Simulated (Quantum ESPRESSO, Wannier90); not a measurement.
**FeSi (P2₁3), plane waves to Wannier functions**

Cell from Materials Project (mp-871), symmetrised, no further relaxation. COD (Crystallography Open Database) has an entry of this formula and space group (matched by these alone). Level: PBEsol, no spin polarisation, no spin-orbit coupling; pw.x of Quantum ESPRESSO at 72 Ry with PseudoDojo potentials, 4×4×4 k-points, Wannier90. Density: 8×8×8 mesh, cold smearing 0.01 Ry. A non-magnetic state is assumed; magnetic ones were not tried. The gap is small at this level and was sampled on the meshes and a path alone.

On the energy scale of pw.x, whose zero is arbitrary, the valence-band maximum lies at 17.20 eV.

Input w.win:

```
num_bands = 12
num_wann = 12
exclude_bands = 1-4,17-91
num_iter = 1000
conv_tol = 1.0e-6
conv_window = 4
write_hr = true
write_u_matrices = true
auto_projections = true
begin unit_cell_cart
ang
    4.4022100000    0.0000000000    0.0000000000
    0.0000000000    4.4022100000    0.0000000000
    0.0000000000    0.0000000000    4.4022100000
end unit_cell_cart
begin atoms_frac
Fe  -0.1369100000 -0.3630900000  0.3630900000
Fe  -0.3630900000  0.3630900000 -0.1369100000
Fe   0.3630900000 -0.1369100000 -0.3630900000
Fe   0.1369100000  0.1369100000  0.1369100000
Si   0.1587000000  0.3413000000 -0.3413000000
Si   0.3413000000 -0.3413000000  0.1587000000
Si  -0.3413000000  0.1587000000  0.3413000000
Si  -0.1587000000 -0.1587000000 -0.1587000000
end atoms_frac
mp_grid = 4 4 4
begin kpoints
0.0000000000 0.0000000000 0.0000000000
0.0000000000 0.0000000000 0.2500000000
0.0000000000 0.0000000000 0.5000000000
... (61 more lines: the 4x4x4 mesh through Gamma)
end kpoints
```

Input of pw2wannier90.x that gives the overlap and projection files (equivalent; here they were cut from one run over all bands):

```
&inputpp
  outdir = './out'
  prefix = 'pwscf'
  seedname = 'w'
  write_amn = .true.
  write_mmn = .true.
  atom_proj = .true.
  atom_proj_exclude = 1 5 6 7 8 9 10 11 15 16 17 18 19 20 21 25 26 27 28 29 30 31 35 36 37 38 39 40 41 42 43 44 45 46 47 48 49 50 51 52 53 54 55 56
/
```

Output w.wout (banner and timings cut):

```
                                    ------
                                    SYSTEM
                                    ------

                              Lattice Vectors (Ang)
                    a_1     4.402210   0.000000   0.000000
                    a_2     0.000000   4.402210   0.000000
                    a_3     0.000000   0.000000   4.402210

                   Unit Cell Volume:      85.31242  (Ang^3)

                        Reciprocal-Space Vectors (Ang^-1)
                    b_1     1.427280   0.000000   0.000000
                    b_2     0.000000   1.427280   0.000000
                    b_3     0.000000   0.000000   1.427280

 *----------------------------------------------------------------------------*
 |   Site       Fractional Coordinate          Cartesian Coordinate (Ang)     |
 +----------------------------------------------------------------------------+
 | fe   1  -0.13691  -0.36309   0.36309   |   -0.60271  -1.59840   1.59840    |
 | fe   2  -0.36309   0.36309  -0.13691   |   -1.59840   1.59840  -0.60271    |
 | fe   3   0.36309  -0.13691  -0.36309   |    1.59840  -0.60271  -1.59840    |
 | fe   4   0.13691   0.13691   0.13691   |    0.60271   0.60271   0.60271    |
 | si   1   0.15870   0.34130  -0.34130   |    0.69863   1.50247  -1.50247    |
 | si   2   0.34130  -0.34130   0.15870   |    1.50247  -1.50247   0.69863    |
 | si   3  -0.34130   0.15870   0.34130   |   -1.50247   0.69863   1.50247    |
 | si   4  -0.15870  -0.15870  -0.15870   |   -0.69863  -0.69863  -0.69863    |
 *----------------------------------------------------------------------------*
                                ------------
                                K-POINT GRID
                                ------------

             Grid size =  4 x  4 x  4      Total points =   64

 *---------------------------------- MAIN ------------------------------------*
 |  Number of Wannier Functions               :                12             |
 |  Number of Objective Wannier Functions     :                12             |
 |  Number of input Bloch states              :                12             |
 |  Output verbosity (1=low, 5=high)          :                 1             |
 |  Timing Level (1=low, 5=high)              :                 1             |
 |  Optimisation (0=memory, 3=speed)          :                 3             |
 |  Length Unit                               :               Ang             |
 |  Post-processing setup (write *.nnkp)      :                 F             |
 |  Using Gamma-only branch of algorithms     :                 F             |
 *----------------------------------------------------------------------------*
 *------------------------------- WANNIERISE ---------------------------------*
 |  Total number of iterations                :              1000             |
 |  Number of CG steps before reset           :                 5             |
 |  Trial step length for line search         :             2.000             |
 |  Convergence tolerence                     :         0.100E-05             |
 |  Convergence window                        :                 4             |
 |  Iterations between writing output         :                 1             |
 |  Iterations between backing up to disk     :               100             |
 |  Write r^2_nm to file                      :                 F             |
 |  Write xyz WF centres to file              :                 F             |
 |  Write on-site energies <0n|H|0n> to file  :                 F             |
 |  Use guiding centre to control phases      :                 F             |
 |  Use phases for initial projections        :                 F             |
 *----------------------------------------------------------------------------*
 *-------------------------------- PLOTTING ----------------------------------*
 |  Plotting Hamiltonian in WF basis          :                 T             |
 *----------------------------------------------------------------------------*

 *---------------------------------- K-MESH ----------------------------------*
 +----------------------------------------------------------------------------+
 |                    Distance to Nearest-Neighbour Shells                    |
 |                    ------------------------------------                    |
 |          Shell             Distance (Ang^-1)          Multiplicity         |
 |          -----             -----------------          ------------         |
 |             1                   0.356820                      6            |
 |             2                   0.504620                     12            |
 |             3                   0.618030                      8            |
 |             4                   0.713640                      6            |
 |             5                   0.797874                     24            |
 |             6                   0.874027                     24            |
 |             7                   1.009239                     12            |
 |             8                   1.070460                     30            |
       ... (lines left out)
 +----------------------------------------------------------------------------+
 | The b-vectors are chosen automatically                                     |
 | The following shells are used:                       1                     |
 +----------------------------------------------------------------------------+
 |                        Shell   # Nearest-Neighbours                        |
 |                        -----   --------------------                        |
 |                          1               6                                 |
 +----------------------------------------------------------------------------+
 | Completeness relation is fully satisfied [Eq. (B1), PRB 56, 12847 (1997)]  |
 +----------------------------------------------------------------------------+
 |                  b_k Vectors (Ang^-1) and Weights (Ang^2)                  |
 |                  ----------------------------------------                  |
 |            No.         b_k(x)      b_k(y)      b_k(z)        w_b           |
 |            ---        --------------------------------     --------        |
 |             1         0.000000    0.000000    0.356820     3.927098        |
 |             2         0.000000    0.356820    0.000000     3.927098        |
 |             3         0.356820    0.000000    0.000000     3.927098        |
 |             4         0.000000    0.000000   -0.356820     3.927098        |
 |             5         0.000000   -0.356820    0.000000     3.927098        |
 |             6        -0.356820    0.000000    0.000000     3.927098        |
 +----------------------------------------------------------------------------+
 |                           b_k Directions (Ang^-1)                          |
 |                           -----------------------                          |
 |            No.           x           y           z                         |
 |            ---        --------------------------------                     |
 |             1         0.000000    0.000000    0.356820                     |
 |             2         0.000000    0.356820    0.000000                     |
 |             3         0.356820    0.000000    0.000000                     |
 +----------------------------------------------------------------------------+

 Starting a new Wannier90 calculation ...

 Reading overlaps from w.mmn

 Reading projections from w.amn

 *------------------------------- WANNIERISE ---------------------------------*
 +--------------------------------------------------------------------+<-- CONV
 | Iter  Delta Spread     RMS Gradient      Spread (Ang^2)            |<-- CONV
 +--------------------------------------------------------------------+<-- CONV

 ------------------------------------------------------------------------------
 Initial State
  WF centre and spread    1  ( -0.602190, -1.598221,  1.598770 )     0.24732012
  WF centre and spread    2  ( -0.602335, -1.598915,  1.598221 )     0.24732012
  WF centre and spread    3  ( -0.602884, -1.598770,  1.598915 )     0.24732012
  WF centre and spread    4  ( -1.598915,  1.598221, -0.602335 )     0.24732012
  WF centre and spread    5  ( -1.598770,  1.598915, -0.602884 )     0.24732012
  WF centre and spread    6  ( -1.598221,  1.598770, -0.602190 )     0.24732012
  WF centre and spread    7  (  1.598915, -0.602884, -1.598770 )     0.24732012
  WF centre and spread    8  (  1.598770, -0.602190, -1.598221 )     0.24732012
  WF centre and spread    9  (  1.598221, -0.602335, -1.598915 )     0.24732012
  WF centre and spread   10  (  0.602190,  0.602884,  0.602335 )     0.24732012
  WF centre and spread   11  (  0.602335,  0.602190,  0.602884 )     0.24732012
  WF centre and spread   12  (  0.602884,  0.602335,  0.602190 )     0.24732012
  Sum of centres and spreads (  0.000000,  0.000000,  0.000000 )     2.96784147

      0     0.297E+01     0.0000000000        2.9678414680  <-- CONV
        O_D=      0.0000000 O_OD=      0.0000146 O_TOT=      2.9678415 <-- SPRD
 ------------------------------------------------------------------------------
      1    -0.654E-08     0.0000555599        2.9678414614  <-- CONV
        O_D=      0.0000000 O_OD=      0.0000146 O_TOT=      2.9678415 <-- SPRD
      2    -0.417E-09     0.0000379462        2.9678414610  <-- CONV
        O_D=      0.0000000 O_OD=      0.0000146 O_TOT=      2.9678415 <-- SPRD
      3    -0.440E-10     0.0000111830        2.9678414610  <-- CONV
        O_D=      0.0000000 O_OD=      0.0000146 O_TOT=      2.9678415 <-- SPRD
      4    -0.879E-11     0.0000044952        2.9678414610  <-- CONV
        O_D=      0.0000000 O_OD=      0.0000146 O_TOT=      2.9678415 <-- SPRD
             <<<     Delta < 1.000E-06  over  4 iterations     >>>
             <<< Wannierisation convergence criteria satisfied >>>
 Final State
  WF centre and spread    1  ( -0.602190, -1.598221,  1.598770 )     0.24732012
  WF centre and spread    2  ( -0.602335, -1.598915,  1.598221 )     0.24732012
  WF centre and spread    3  ( -0.602884, -1.598770,  1.598915 )     0.24732012
  WF centre and spread    4  ( -1.598915,  1.598221, -0.602335 )     0.24732012
  WF centre and spread    5  ( -1.598770,  1.598915, -0.602884 )     0.24732012
  WF centre and spread    6  ( -1.598221,  1.598770, -0.602190 )     0.24732012
  WF centre and spread    7  (  1.598915, -0.602884, -1.598770 )     0.24732012
  WF centre and spread    8  (  1.598770, -0.602190, -1.598221 )     0.24732012
  WF centre and spread    9  (  1.598221, -0.602335, -1.598915 )     0.24732012
  WF centre and spread   10  (  0.602190,  0.602884,  0.602335 )     0.24732012
  WF centre and spread   11  (  0.602335,  0.602190,  0.602884 )     0.24732012
  WF centre and spread   12  (  0.602884,  0.602335,  0.602190 )     0.24732012
  Sum of centres and spreads (  0.000000,  0.000000,  0.000000 )     2.96784146

         Spreads (Ang^2)       Omega I      =     2.967826831
        ================       Omega D      =     0.000000000
                               Omega OD     =     0.000014630
    Final Spread (Ang^2)       Omega Total  =     2.967841461
```
